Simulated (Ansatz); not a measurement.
# Band table of K (fcc type)

```
K
1.0
     0.00000    2.42523    2.42523
     2.42523    0.00000    2.42523
     2.42523    2.42523    0.00000
K
1
Direct
  0.00000 0.00000 0.00000
```

The cell comes from a relaxation on PAW files under the same functional, begun from a prototype that needn't be the stable phase.

All numbers are PBEsol results (scalar-relativistic) from Ansatz 0.2.0, with a Γ-centred 11×11×11 k mesh, Fermi–Dirac smearing of 0.1 eV, no spin polarisation. Methods: PAW: frozen-core files, cutoff 420 eV.

This run: volume at 0.4 of the series' base cell.

The PAW files were made under PBE. The structure type is held throughout; the real material can change phase at far lower pressure.

Path points, in fractions of the reciprocal vectors: Γ (0.000, 0.000, 0.000), X (0.500, 0.000, 0.500), U (0.625, 0.250, 0.625), K (0.375, 0.375, 0.750), L (0.500, 0.500, 0.500), W (0.500, 0.250, 0.750). The distance column jumps between branches of the path. Levels in eV from the Fermi level; bands 2 to 7, counted from the lowest band of the run. The gap is zero, the pressure 16.28 GPa.

```
# k(1/Å) point b2 b3 b4 b5 b6 b7
0.000 Γ -15.26 -15.26 -15.26 -3.42 4.54 4.54
0.162 - -15.32 -15.28 -15.28 -3.27 4.31 4.62
0.324 - -15.46 -15.32 -15.32 -2.83 3.76 4.84
0.486 - -15.66 -15.39 -15.39 -2.18 3.10 4.95
0.648 - -15.88 -15.47 -15.47 -1.44 2.47 4.10
0.810 - -16.08 -15.54 -15.54 -0.79 1.94 3.56
0.972 - -16.24 -15.61 -15.61 -0.43 1.54 3.51
1.133 - -16.34 -15.65 -15.65 -0.35 1.30 3.78
1.295 X -16.37 -15.66 -15.66 -0.36 1.22 3.94
1.353 - -16.37 -15.67 -15.66 -0.34 1.23 3.92
1.410 - -16.36 -15.69 -15.66 -0.29 1.26 3.87
1.467 - -16.34 -15.71 -15.65 -0.22 1.31 3.78
1.524 - -16.32 -15.75 -15.64 -0.11 1.37 3.67
1.582 - -16.30 -15.80 -15.63 0.02 1.43 3.54
1.639 - -16.26 -15.85 -15.61 0.17 1.50 3.40
1.696 - -16.23 -15.90 -15.59 0.34 1.55 3.26
1.753 U -16.18 -15.95 -15.58 0.53 1.57 3.12
2.547 K -16.18 -15.95 -15.58 0.53 1.57 3.12
2.718 - -16.09 -16.04 -15.51 1.06 1.50 2.75
2.890 - -16.16 -15.87 -15.44 0.64 2.08 2.54
3.062 - -16.12 -15.70 -15.38 -0.22 2.53 2.92
3.234 - -15.98 -15.55 -15.33 -1.16 2.74 3.77
3.405 - -15.76 -15.43 -15.30 -2.03 3.17 4.45
3.577 - -15.52 -15.34 -15.28 -2.76 3.74 4.70
3.749 - -15.34 -15.28 -15.27 -3.25 4.29 4.62
3.921 Γ -15.26 -15.26 -15.26 -3.42 4.54 4.54
4.061 - -15.32 -15.27 -15.27 -3.30 4.37 4.59
4.201 - -15.46 -15.28 -15.28 -2.97 3.95 4.72
4.341 - -15.67 -15.31 -15.31 -2.47 3.44 4.81
4.481 - -15.91 -15.33 -15.33 -1.85 2.95 4.75
4.622 - -16.13 -15.36 -15.36 -1.21 2.54 4.56
4.762 - -16.32 -15.38 -15.38 -0.64 2.25 4.37
4.902 - -16.44 -15.40 -15.40 -0.25 2.09 4.24
5.042 L -16.48 -15.40 -15.40 -0.11 2.04 4.19
5.157 - -16.47 -15.43 -15.41 -0.03 1.98 4.08
5.271 - -16.43 -15.50 -15.43 0.19 1.83 3.81
5.386 - -16.38 -15.60 -15.46 0.54 1.60 3.46
5.500 - -16.31 -15.73 -15.50 0.97 1.34 3.10
5.615 - -16.22 -15.85 -15.56 1.10 1.44 2.80
5.729 - -16.14 -15.94 -15.62 0.90 1.89 2.58
5.844 - -16.06 -16.01 -15.67 0.77 2.25 2.44
5.958 W -16.03 -16.03 -15.70 0.72 2.39 2.39
6.039 - -16.10 -15.96 -15.70 0.67 2.14 2.65
6.120 - -16.17 -15.89 -15.69 0.52 1.92 2.91
6.201 - -16.22 -15.83 -15.69 0.31 1.71 3.17
6.282 - -16.28 -15.77 -15.68 0.10 1.54 3.41
6.363 - -16.32 -15.73 -15.67 -0.08 1.40 3.63
6.444 - -16.35 -15.69 -15.67 -0.23 1.30 3.80
6.525 - -16.37 -15.67 -15.66 -0.32 1.24 3.91
6.606 X -16.37 -15.66 -15.66 -0.36 1.22 3.94
```
